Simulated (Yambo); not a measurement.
BSE-type run in Yambo on Rb$_{2}$KRhF$_{6}$ (space group Fm-3m, No. 225), at finite momentum (a q point of the mesh, 0.77 1/Å).

Quantum ESPRESSO step (PBEsol, PseudoDojo standard norm-conserving files, scalar-relativistic):
```
&CONTROL
  calculation = 'nscf'
  pseudo_dir = './pseudo'
  outdir = './out'
/
&SYSTEM
  ibrav = 0
  nat = 10
  ntyp = 4
  ecutwfc = 88.0
  ecutrho = 352.0
  occupations = 'fixed'
  force_symmorphic = .true.
  nbnd = 116
/
&ELECTRONS
  conv_thr = 1e-08
  diago_full_acc = .true.
  diago_thr_init = 1e-08
/
ATOMIC_SPECIES
F 18.9984 F.upf
K 39.0983 K.upf
Rb 85.4678 Rb.upf
Rh 102.9055 Rh.upf
CELL_PARAMETERS angstrom
  0.000000000000   4.542720000000   4.542720000000
  4.542720000000   0.000000000000   4.542720000000
  4.542720000000   4.542720000000   0.000000000000
ATOMIC_POSITIONS crystal
F   0.778180000000   0.221820000000   0.221820000000
F   0.221820000000   0.778180000000   0.778180000000
F   0.221820000000   0.778180000000   0.221820000000
F   0.778180000000   0.221820000000   0.778180000000
F   0.221820000000   0.221820000000   0.778180000000
F   0.778180000000   0.778180000000   0.221820000000
K   0.500000000000   0.500000000000   0.500000000000
Rb   0.750000000000   0.750000000000   0.750000000000
Rb   0.250000000000   0.250000000000   0.250000000000
Rh   0.000000000000   0.000000000000   0.000000000000
K_POINTS automatic
4 4 4 0 0 0
```

Yambo input:
```
rim_cut
optics
bse
bss
dipoles
em1s
RandQpts= 1000000
RandGvec= 1 Ry
FFTGvecs= 40 Ry
Chimod= "HARTREE"
BSKmod= "SEX"
BSEmod= "resonant"
BSSmod= "hs"
BSENGexx= 15 Ry
BSENGBlk= 3 Ry
% KfnQP_E
 3.778 | 1.0 | 1.0 |
%
% BSEQptR
 8 | 8 |
%
% BSEBands
 32 | 46 |
%
% BEnRange
 0.0 | 10.7 | eV
%
% BDmRange
 0.15 | 0.15 | eV
%
BEnSteps= 214
% BLongDir
 1.0 | 0.0 | 0.0 |
%
BSHayTrs= -0.02
BSSNEig= 24
WRbsWF
% BndsRnXs
 5 | 110 |
%
NGsBlkXs= 3 Ry
% LongDrXs
 1.0 | 1.0 | 1.0 |
%
```

From the report:

The dimension is k points × valence × conduction bands = 64 × 12 × 3 = 2304.
```
   [SLEPC] Approach                          : Krylov-Schur
   [SLEPC] Number of requested eigenvalues   :  24
   [SLEPC] Number of eigenvalues        [NEV]:  24
    [K] Dimension                                    :  2304
    [K] Bands                                        :   32   46
    [K] Exchange res                                 : yes
    [K] Correlation res                              : yes
    [K] W interaction is bare                        : no
    [K] RL vectors exchange                          :  1291
    [K] RL vectors correlation                       :  137
    [W] Matrix size                                  :  137
    [W] Bands                                        :    5  110
    [W] Coulomb Cutoff                               : none
    [W] Hxc Kernel                                   : HARTREE
```

Spin-orbit coupling is not included.

Geometry of the Materials Project entry, not relaxed at this level.
